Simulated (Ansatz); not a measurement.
Relaxed bulk TaSi$_{2}$:

```yaml
crystal:
  lattice:
    - [4.76086, 0.00000, 0.00000]
    - [-2.38043, 4.12303, 0.00000]
    - [0.00000, 0.00000, 6.55578]
  atoms:
    - { symbol: Ta, position: [0.50000, 0.00000, 0.50000] }
    - { symbol: Ta, position: [0.50000, 0.50000, 0.83333] }
    - { symbol: Ta, position: [0.00000, 0.50000, 0.16667] }
    - { symbol: Si, position: [0.15927, 0.31854, 0.50000] }
    - { symbol: Si, position: [0.84073, 0.15927, 0.83333] }
    - { symbol: Si, position: [0.68146, 0.84073, 0.16667] }
    - { symbol: Si, position: [0.84073, 0.68146, 0.50000] }
    - { symbol: Si, position: [0.15927, 0.84073, 0.83333] }
    - { symbol: Si, position: [0.31854, 0.15927, 0.16667] }
```

Miller indices refer to the conventional cell of P6_222 (No. 180), a = 4.761 Å, b = 4.761 Å, c = 6.556 Å, α = 90.00°, β = 90.00°, γ = 120.00°.

The (001) slab of 5 planes, 8.7 Å thick with 15 Å of vacuum as cut; outer planes TaSi2 (top) and TaSi2 (bottom).

All numbers below come from Ansatz, DFT PBEsol, scalar-relativistic, plane waves, PAW. Settings: cutoff 420 eV, Γ-centred mesh 9×9×1 on the computed 15-atom cell, Gaussian smearing of 0.10 eV; no spin polarisation. The cell repeats along c with a dipole correction in the vacuum.

With the atoms at the bulk's places:

```
Surface energy (mean of both faces) : 2.73 J/m²
Work function                       : 4.14 eV
```

**Question.** What changes when all atoms relax within this surface cell and its symmetry?

**Answer.** The energy falls by 0.115 J/m² a face, and the largest move is 0.13 Å.

For the relaxed slab, the surface energy (mean of both faces) is 2.61 J/m² and the work function is 4.25 eV.

| plane (bottom to top) | atoms | spacing to next, bulk (Å) | relaxed (Å) | change (%) | rumpling (Å) |
| --- | --- | --- | --- | --- | --- |
| 1 | TaSi2 | 2.185 | 2.209 | +1.1 | 0.155 |
| 2 | TaSi2 | 2.185 | 2.198 | +0.6 | 0.028 |
| 3 | TaSi2 | 2.185 | 2.198 | +0.6 | 0.000 |
| 4 | TaSi2 | 2.185 | 2.209 | +1.1 | 0.028 |
| 5 | TaSi2 |  |  |  | 0.155 |

Spin-orbit coupling is left out, which matters for the bands of heavy elements.